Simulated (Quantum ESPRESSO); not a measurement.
**Computed NMR tensors in BeS**

```
CELL_PARAMETERS angstrom
      0.00000     2.43515     2.43515
      2.43515     0.00000     2.43515
      2.43515     2.43515     0.00000
ATOMIC_POSITIONS crystal
  Be 0.00000 0.00000 0.00000
  S  0.75000 0.75000 0.75000
```
The cell comes from the Materials Project (a computed structure). It is BeS in F-43m; whether this form has been observed was not checked. Stability against distortions was not tested.

These are absolute shieldings with no macroscopic susceptibility term; δ = σ_ref − σ needs a reference computed alike. By our sweeps, such settings leave a few ppm in absolute σ. No d partial waves on S: the paramagnetic term there is incompletely reconstructed. The structure is static (0 K, no zero-point motion).

Problem. What do the calculations give at each independent site (shieldings by PBE GIPAW on JTH datasets (Quantum ESPRESSO, modified build), 20 Ha, k-mesh 6×6×6 shifted, f-sum rule met within 0.011 %)?

Solution. 
```
site         site symmetry  σ_iso (ppm)
-----------  -------------  -----------
Be (atom 1)           -43m           87
S (atom 2)            -43m          668
```
